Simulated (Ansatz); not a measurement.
Clamped-ion strain scan in InPd

Theory: Ansatz, DFT LDA, scalar-relativistic, plane waves, PAW. The runs took a 420 eV cutoff, a Γ-centred 14×14×14 mesh and Gaussian smearing (0.15 eV). No spin polarisation. Energies are free energies at this smearing, counted from the undisturbed cell; pressure is positive in compression.

Zero of the scan (as given, not relaxed at this level; it stands at -6.9 GPa, and it needn't be the usual structure):

```xyz
2
Lattice="3.2719 0.0000 0.0000 0.0000 3.2719 0.0000 0.0000 0.0000 3.2719" Properties=species:S:1:pos:R:3 pbc="T T T"
In    0.0000    0.0000    0.0000
Pd    1.6359    1.6359    1.6359
```

The cell is strained by ε times the Voigt pattern (0, 0, 0, 0, 1, 0) (xx, yy, zz, yz, xz, xy; engineering shear) with fractional coordinates fixed. The cell is metallic on the mesh throughout.

| ε | ΔE (meV/atom) | stress summed along the pattern (GPa, tension positive) | pressure (GPa) |
| --- | --- | --- | --- |
| -0.1500 | ? | -6.46 | ? |
| -0.0750 | 11.8 | -3.07 | -5.9 |
| 0.0000 | 0.0 | 0.00 | -6.9 |
| 0.0187 | 0.7 | 0.79 | -6.8 |
| 0.0375 | 3.0 | 1.57 | -6.6 |
| 0.0562 | 6.7 | 2.33 | -6.3 |
| 0.0937 | 18.3 | ? | ? |
| 0.1125 | 26.4 | 4.59 | -4.7 |
| 0.1312 | 36.1 | 5.48 | -4.0 |

By symmetry 0.1500 repeats -0.1500, -0.1125 repeats 0.1125, 0.0750 repeats -0.0750, -0.0375 repeats 0.0375 in energy; the slope of the energy along the path changes sign there.

**Question.** Give the withheld values.

**Answer.** ΔE (meV/atom) at ε = -0.1500: 47.8; pressure (GPa) at ε = -0.1500: -3.1; stress summed along the pattern (GPa, tension positive) at ε = 0.0937: 3.80; pressure (GPa) at ε = 0.0937: -5.4.